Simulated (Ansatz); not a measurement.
This cell of Se (trigonal-Se type, space group P3_121) is off equilibrium:

```
Se
1.0
    9.01316     0.00000     0.00000
   -2.25329     3.90281     0.00000
    0.00000     0.00000     4.98884
Se
6
Cartesian
  0.97742   0.00000   4.30136
  5.48400   0.00000   4.15736
 -0.48871   0.84647   0.83147
  4.01787   0.84647   0.83147
  1.76458   3.05634   2.49442
  6.27116   3.05634   2.49442
```

Level of theory: r2SCAN (plane waves to 500 eV, PAW, scalar-relativistic; Ansatz, a quantum-chemistry and plane-wave program). k mesh 7×7×6 (Γ-centred), Fermi-Dirac smearing 0.05 eV. Energies are smeared free energies. Compression counts positive. Se was relaxed with its symmetry unable to fall. The PAW data are Ansatz's earlier set.

### Question
Predict the force on every atom, in eV/Å.

### Answer
```
atom      Fx      Fy      Fz
----  ------  ------  ------
Se1    0.251  -0.274  -1.283
Se2    0.003  -0.006  -0.016
Se3   -0.392   0.216   0.724
Se4    0.023   0.001   0.028
Se5   -0.004   0.001   0.042
Se6    0.119   0.062   0.505
```

### Question
Give the stress tensor in GPa and the pressure.

### Answer
```
   0.35    -0.55    -1.55
  -0.55     0.15     0.15
  -1.55     0.15     0.31
```
The pressure, a third of the trace, is 0.27 GPa.

### Question
In it atom 1 sits (0.000, 0.000, 0.144) Å away from its relaxed site. What is its energy relative to the relaxed cell?

### Answer
91.8 meV/cell.

(For displaced atoms, the force is minus the slope of the energy, and its curvature is a force constant, which sets phonon frequencies.)
